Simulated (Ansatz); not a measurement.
# SbRh squeezed and stretched

A database entry relaxed whole under r2SCAN (Pnma):

```
CELL_PARAMETERS angstrom
5.98526 0.00000 0.00000
0.00000 3.88947 0.00000
0.00000 0.00000 6.40775
ATOMIC_POSITIONS crystal
Sb 0.19825 0.25000 0.59043
Sb 0.30175 0.75000 0.09043
Sb 0.69825 0.25000 0.90957
Sb 0.80175 0.75000 0.40957
Rh 0.00515 0.25000 0.19674
Rh 0.49485 0.75000 0.69674
Rh 0.50515 0.25000 0.30326
Rh 0.99485 0.75000 0.80326
```

The cell was scaled uniformly, its shape held, and the atoms relaxed at each volume with plane-wave PAW DFT (Ansatz 0.2.0; r2SCAN, 500 eV, 6×9×5 Γ-centred mesh, fermi-dirac occupations of width 0.100 eV; no spin, no spin-orbit coupling). One row is withheld.

```csv
volume (Å³/atom),energy over the lowest (meV/atom),pressure (GPa)
17.527,33.7,10.58
17.900,14.1,6.61
18.273,3.2,3.11
18.646,0.0,0.01
19.019,3.6,-2.75
19.392,?,?
19.765,28.2,-7.32
```

**Question.** Fit the pressures of the other rows to the third-order Birch-Murnaghan form.

**Answer.** With f = [(V₀/V)^(2/3) − 1]/2 and P = 3B₀f(1 + 2f)^(5/2)[1 + 3(B₀′ − 4)f/2], least squares gives V₀ = 18.65 Å³ an atom, B₀ = 146 GPa and B₀′ = 5.1; the rows miss the fit by less than 0.01 GPa. The slope of the energies differs from these pressures by 0.16 GPa, since they are taken to zero smearing while pressures follow the free energy.

**Question.** What does the withheld row hold?

**Answer.** The fit gives -5.18 GPa at 19.392 Å³; the run gave -5.18 GPa and 13.2 meV an atom.

Caveats: the shape of the cell was held, so B₀ is an upper bound where the axes differ in stiffness; 0 K, fixed nuclei; the symmetry was kept, and this need not be the phase that is stable at 0 K; one mesh for all volumes; pressure is positive in compression.
